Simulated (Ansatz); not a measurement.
An Ansatz (a first-principles code) input:

Ansatz 0.2 input:
```yaml
crystal:
  lattice:
    - [0.0, 2.0786948349, 2.0786948349]
    - [2.0786948349, 0.0, 2.0786948349]
    - [2.0786948349, 2.0786948349, 0.0]
  atoms:
    - { symbol: Au, position: [0.0, 0.0, 0.0] }
kpoints:
  mp_grid: { grid: [12, 12, 12] }
  band_path:
    path:
      - [[0.0, 0.0, 0.0], [0.5, 0.0, 0.5], [0.625, 0.25, 0.625]]  # Γ-X-U
      - [[0.375, 0.375, 0.75], [0.0, 0.0, 0.0], [0.5, 0.5, 0.5], [0.5, 0.25, 0.75], [0.5, 0.0, 0.5]]  # K-Γ-L-W-X
    npoints: 12
basis: { xc_grid: 2 }
hamiltonian:
  xc: pbe
  pseudopotentials: { azcp: { folder: ./paw }, kind: paw_fr }
magnetization: { noncollinear: true, spin_orbit: true }
scf:
  n_extra_bands: 13
  convergence: { dr2_threshold: 0.0000000001 }
  occupations: { method: gaussian, width: 0.05 }
output: { eigenvalues: true }
```

**Question.** How many symmetry operations and irreducible k-points will the run report?

**Answer.** 48 operations, 72 of 1728 k-points.

**Question.** With a cutoff of 420 eV, how many plane waves at Γ?

**Answer.** 339.

It took very roughly 11 core-seconds on shared server cores.

Space group Fm-3m (fcc (Cu type)). The cell was relaxed with PBE under the symmetry of its start.

Potentials: the earlier of the program's two PAW sets.

Ansatz is a plane-wave DFT program.
